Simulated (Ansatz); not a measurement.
With PBE in the plane-wave PAW code Ansatz, TaN in the rock salt structure (Fm-3m) relaxes to a = 4.417 Å. N has 6 nearest neighbours from 2.21 Å (octahedral); Ta has 6 nearest neighbours from 2.21 Å (octahedral). Against the elements it lies at -0.82 eV/atom, with no fitted shifts.

Electronic character: metallic (no gap).

An equation-of-state fit gives a bulk modulus of 3290 kbar.

The cell was relaxed with PBE under the symmetry of its start. No spin polarisation was allowed. The references are the lowest solids computed at this level, not always the standard phases (solids in place of the gases). Spin–orbit coupling is left out wherever it is not named.

Potentials: the later of the program's two PAW sets.
